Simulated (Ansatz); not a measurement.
Rh (fcc, Cu type)

```
CELL_PARAMETERS angstrom
      0.00000     1.91503     1.91503
      1.91503     0.00000     1.91503
      1.91503     1.91503     0.00000
ATOMIC_POSITIONS crystal
  Rh 0.00000 0.00000 0.00000
```

E(V) scan at fixed shape, V₀ the volume above. Symmetry pins the atoms to their sites.

Calculation: PBE (plane waves to 420 eV, PAW, scalar-relativistic; Ansatz, a program for electronic structure). k mesh 21×21×21 (Γ-centred), Fermi-Dirac smearing 0.05 eV. The energy includes the smearing's −TS. Compression counts positive. Rh is run without spin polarisation. Rh was relaxed with its symmetry unable to fall. ΔE is measured from the relaxed starting cell. The last digit holds for this mesh only.

```tsv
V (Å³/atom)	ΔE (meV/atom)
11.799	withheld
12.248	244.3
12.698	127.7
13.147	52.9
13.597	12.3
14.046	0.0
14.496	10.8
14.945	40.6
15.395	85.8
15.844	143.6
16.294	211.6
```

### Question
Fit a third-order Birch-Murnaghan form (E₀, V₀, B₀, B₀′ free) to the given rows and predict ΔE at V = 11.799.

### Answer
Least squares on the 10 given rows: ΔE = E₀ + (9V₀B₀/16)·y²·[2 + (B₀′ − 4)y], y = (V₀/V)^(2/3) − 1, with V₀ = 14.046 Å³/atom, B₀ = 256.2 GPa (160.2 GPa = 1 eV/Å³; the term in eV is multiplied by 1000), B₀′ = 5.20, E₀ = 0.09 meV/atom; root-mean-square residual 0.10 meV/atom. At 11.799 the fit gives 412.2 meV/atom; the calculation gives 411.7 meV/atom, so the extrapolation is off by 0.5 (+0.1 %). For the pressure the fit gives 70.4 GPa against the computed 70.0 GPa.

(A scan under strain: stresses follow from slopes of the energy per volume, elastic moduli from its curvatures.)
